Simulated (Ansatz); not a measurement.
Here is the system:

MoSe₂:
```yaml
crystal:
  lattice:
    - [1.62658, 0.93910, 6.34326]
    - [-1.62658, 0.93910, 6.34326]
    - [0.00000, -1.87821, 6.34326]
  atoms:
    - { symbol: Mo, position: [0.33319, 0.33319, 0.33319] }
    - { symbol: Se, position: [0.57962, 0.57962, 0.57962] }
    - { symbol: Se, position: [0.75352, 0.75352, 0.75352] }
```

This is the LDA-relaxed structure.

**Question.** All from DFT-LDA in the program Ansatz with PAW potentials, unless another level is named. Predict the hole effective mass.

**Answer.** 0.78, 0.78, 1.4 mₑ (principal values).

**Question.** Predict the gap with spin–orbit coupling.

**Answer.** 0.71 eV.

**Question.** What about the band gap?

**Answer.** 0.73 eV (indirect).

**Question.** And the electron effective mass?

**Answer.** 0.44, 0.51, 0.69 mₑ (principal values).

**Question.** Give the weight of the conduction-edge state by species (Voronoi cells).

**Answer.** Mo 56 %, Se 44 %.

Space group R3m. The first step of the workflow began from a Materials Project structure, measured or hypothetical; the Crystallography Open Database copy checked does not list it. It is not the phase usual at ambient conditions (space group No. 194). The cell was relaxed with LDA under the symmetry of its start; its stability against distortions is not shown here. No spin polarisation was allowed. A crystal of weakly bound layers computed without a dispersion correction: the cell and the soft elastic constants depend strongly on that. Scalar-relativistic: spin–orbit coupling is off unless named, which matters more the heavier the elements.

Potentials: the later of the program's two PAW sets.
